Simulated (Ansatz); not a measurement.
Data:

Starting cell, Ag (fcc, Cu type):

```
CELL_PARAMETERS angstrom
      4.05439     0.00000     0.00000
      0.00000     4.05439     0.00000
      0.00000     0.00000     4.05439
ATOMIC_POSITIONS crystal
  Ag 0.00000 0.00000 0.00000
  Ag 0.50000 0.50000 0.00000
  Ag 0.50000 0.00000 0.50000
  Ag 0.00000 0.50000 0.50000
```

Scan: atom 1 (Ag, nearest neighbour Ag at 2.867 Å; its periodic images, 4.1 Å or more away, move with it) is displaced along Cartesian [111], direction (0.577, 0.577, 0.577) in Cartesian axes, by s. The other atoms stay.

The numbers are results of PBEsol (plane waves to 420 eV, PAW, scalar-relativistic; Ansatz, a first-principles code), not measurements. k mesh 9×9×9 (Γ-centred), Fermi-Dirac smearing 0.05 eV. The energy includes the smearing's −TS. With partly filled bands, energies and forces of such displacements shift with the k mesh and the smearing. On this mesh the relaxed cell isn't quite at rest: it carries a pressure of -0.2 GPa (compression positive) at the zero of the scan. Ag was relaxed with its symmetry unable to fall. ΔE is measured from the undisplaced structure.

The scan covers s from -0.860 to 0.860 Å in 11 points.

Task: Is the energy the same for equal positive and negative displacements?

Result: Even: the same for both signs. With its periodic images moving along, the atom's site symmetry in this cell is m-3m.

Task: What force acts on the atom along the line at s = -0.860 Å?

Result: 12.8 eV/Å.

Task: What is the energy change at s = 0.860 Å?

Result: 3815 meV/cell.

Task: What is the force constant k = d²E/ds² of this move at s = 0?

Result: 5.78 eV/Å².

(A displaced cell: forces are minus the slopes of the energy, force constants its curvatures, and phonons follow from these.)
